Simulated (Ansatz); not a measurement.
BaTiO$_{3}$ (tetragonal-perovskite type, space group P4mm)

```yaml
crystal:
  lattice:
    - [3.95540, 0.00000, 0.00000]
    - [0.00000, 3.95540, 0.00000]
    - [0.00000, 0.00000, 4.04437]
  atoms:
    - { symbol: Ti, position: [0.50000, 0.50000, 0.44692] }
    - { symbol: Ba, position: [0.00000, 0.00000, 0.93184] }
    - { symbol: O, position: [0.50000, 0.50000, 0.90189] }
    - { symbol: O, position: [0.50000, 0.00000, 0.41267] }
    - { symbol: O, position: [0.00000, 0.50000, 0.41267] }
```

E(V) scan at fixed shape, V₀ the volume above. The atoms relax within the cell's symmetry.

All values below come from PBEsol (plane waves to 420 eV, PAW, scalar-relativistic; Ansatz, a program for electronic structure). k mesh 9×9×9 (Γ-centred), Fermi-Dirac smearing 0.05 eV. The energy includes the smearing's −TS. Compression counts positive. The relaxing atoms change the space group within the scan (P4/mmm at V/V₀ = 0.840), so nothing is fitted. BaTiO3 is run without spin polarisation. BaTiO3 was relaxed with its symmetry unable to fall. The zero of ΔE is the relaxed starting cell.

The scan covers V/V₀ from 0.840 to 1.160 in 9 points.

Q: What is ΔE at V/V₀ = 0.840?

A: 222.0 meV/atom.

Q: What is ΔE at V/V₀ = 1.160?

A: 109.4 meV/atom.

Q: What pressure does the cell carry at V/V₀ = 0.840?

A: 42.5 GPa.

(A scan under strain: stresses follow from slopes of the energy per volume, elastic moduli from its curvatures.)
